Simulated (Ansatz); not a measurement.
Harmonic vibrational thermodynamics of Si₂Ni (fluorite or antifluorite type, space group No. 225) at fixed volume, r²SCAN (plane waves, PAW; program Ansatz). The rows extrapolate the 0 K crystal and know nothing of melting or changes of phase.

```csv
T (K),F_vib (meV/atom),S (J/K per mol of atoms),C_V (J/K per mol of atoms)
50,52.5,0.8,2.1
100,51.3,4.1,8.4
200,42.4,13.2,17.7
300,24.4,___,___
400,___,___,22.7
600,-68.2,___,___
800,-152.4,43.9,24.4
1000,-249.3,49.4,24.6
```

**Question.** Complete the blanks.

**Answer.** 
- 300, S (J/K per mol of atoms): 21.1
- 300, C_V (J/K per mol of atoms): 21.2
- 600, S (J/K per mol of atoms): 37.0
- 600, C_V (J/K per mol of atoms): 23.9
- 400, F_vib (meV/atom): -0.9
- 400, S (J/K per mol of atoms): 27.5

Space group Fm-3m (fluorite or antifluorite type). The r²SCAN relaxation kept the symmetry of its start; phonons on a q-mesh show no instability. The workflow began spin-polarised and lost its moments.

Potentials: the later of the program's two PAW sets.
